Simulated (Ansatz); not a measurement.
GaN:
```yaml
crystal:
  lattice:
    - [2.94047, 0.00000, 0.00000]
    - [-1.47024, 2.54653, 0.00000]
    - [0.00000, 0.00000, 2.65452]
  atoms:
    - { symbol: Ga, position: [0.00000, 0.00000, 0.00000] }
    - { symbol: N, position: [0.66667, 0.33333, 0.50000] }
```

Relaxed with PBEsol. Special points in fractions of this cell's reciprocal vectors: Γ (0.000, 0.000, 0.000); M (0.500, 0.000, 0.000); K (0.333, 0.333, 0.000); A (0.000, 0.000, 0.500); L (0.500, 0.000, 0.500); H (0.333, 0.333, 0.500).

**Question.** List the band energies nearest the Fermi level at these points for PBEsol (plane waves, PAW; program Ansatz).

**Answer.** In eV from the Fermi level; about four levels below and three above (degenerate sets whole), none deeper than 8.9 eV; … stands for higher levels left out; points with the same levels are listed once.

```json
[
 {"k": "Γ", "below": "-1.25 -0.88 -0.88", "above": "0.14 …"},
 {"k": "M", "below": "-8.80 -2.83", "above": "0.20 2.67 7.51"},
 {"k": "K", "below": "-7.94 -6.38", "above": "0.39 7.05 7.38"},
 {"k": "A", "below": "–", "above": "0.06 0.06 5.67"},
 {"k": "L", "below": "-6.25 -5.52 -1.14 -0.58", "above": "7.43 …"},
 {"k": "H", "below": "-5.52 -5.15 -2.57", "above": "0.26 1.17 …"}
]
```

Space group P-6m2. The cell is a constructed one: a structure type filled with these elements; neither database checked (COD, Materials Project) lists it. It is not the phase usual at ambient conditions (space group No. 186, 216). The cell was relaxed with PBEsol under the symmetry of its start. At this level the phase is dynamically unstable (imaginary phonons). Scalar-relativistic: spin–orbit coupling is off unless named, which matters more the heavier the elements.

Potentials: the earlier of the program's two PAW sets. The files were generated under PBE; for other functionals the program regenerates the frozen cores, and for LDA and PBEsol the local potential too.
